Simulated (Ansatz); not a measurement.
Ti (hcp, Mg type)

```yaml
crystal:
  lattice:
    - [2.93914, 0.00000, 0.00000]
    - [-1.46957, 2.54537, 0.00000]
    - [0.00000, 0.00000, 4.65010]
  atoms:
    - { symbol: Ti, position: [0.33333, 0.66667, 0.75000] }
    - { symbol: Ti, position: [0.66667, 0.33333, 0.25000] }
```

In this cell atom 2 (Ti, nearest neighbour Ti at 2.878 Å; its periodic images, 2.9 Å or more away, move with it) is moved by s along Cartesian [111], unit vector (0.577, 0.577, 0.577); all other atoms and the cell stay fixed.

Method: PBE (plane waves to 420 eV, PAW, scalar-relativistic; Ansatz, a program for electronic structure). k mesh 15×15×8 (Γ-centred), Fermi-Dirac smearing 0.05 eV. E stands for the smeared free energy. Left out: 1 of 11 points, with atoms too close for the PAW data. With partly filled bands, energies and forces of such displacements shift with the k mesh and the smearing. Ti is run without spin polarisation. Ti was relaxed with its symmetry unable to fall. The zero of ΔE is the undisplaced structure. The last digit holds for this mesh only.

```
s (Å)   ΔE (meV/cell)
------  -------------
-0.580          382.2
-0.464          239.1
-0.348          131.0
-0.232           56.7
-0.116           13.7
0.000             0.0
0.116            14.0
0.232            58.2
0.348        withheld
0.464           247.6
```

Q: Fit a polynomial form (powers 2, 3, 4) to the given rows and predict ΔE at s = 0.348.

A: Least squares on the 9 given rows: ΔE = (1063)·s² + (46.83)·s³ + (302.3)·s⁴, in meV/cell with s in Å; root-mean-square residual 0.53 meV/cell. At 0.348 the fit gives 135.1 meV/cell; the calculation gives 134.7 meV/cell, so the interpolation is off by 0.4 (+0.3 %). The quadratic term alone would give 128.7 meV/cell.

(For displaced atoms, the force is minus the slope of the energy, and its curvature is a force constant, which sets phonon frequencies.)
